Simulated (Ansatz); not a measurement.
An element in the diamond structure gives these cold pressures by all-electron LAPW under LDA (Ansatz 0.2.0, scalar-relativistic, no spin polarisation).

```csv
V (Å³/atom),P (GPa)
22.22,0.04
20.89,5.15
19.55,12.43
17.78,27.1
16.00,50.5
14.22,88.8
12.22,164.7
10.00,335.4
```

Which element is it?

Ge. Its zero-pressure volume in this structure is near 22.2 Å³/atom; the volume and the steepness of P(V) together point to it, though neighbours can come close. Neighbours weren't tried against these numbers.
